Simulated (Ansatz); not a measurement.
**Question.** Each is relaxed and computed with DFT-r²SCAN in the program Ansatz with PAW potentials. Which alone has a direct gap?
(A) SrTiO3, cubic perovskite
(B) HfPbO3, cubic perovskite
(C) Li2HfO3, C2/m (Li on 4i, Hf on 2a, O on 4i, O on 2b)
(D) HfO2, Pca2_1 (Hf on 4a, O on 4a, O on 4a)

**Answer.** B, HfPbO3, cubic perovskite. HfPbO3: gap 2.91 eV (direct); Li2HfO3: gap 4.63 eV (indirect); HfO2: gap 4.94 eV (indirect); SrTiO3: gap 2.26 eV (indirect). Standing as an ambient phase not checked: HfPbO3, cubic perovskite; Li2HfO3, C2/m (Li on 4i, Hf on 2a, O on 4i, O on 2b). All cells were relaxed under the symmetry of their starts (and spin orders); stability against distortions was not tested throughout. Rows with no word on spin ran without spin polarisation. Spin–orbit coupling is left out wherever it is not named.

Potentials: the later of the program's two PAW sets.
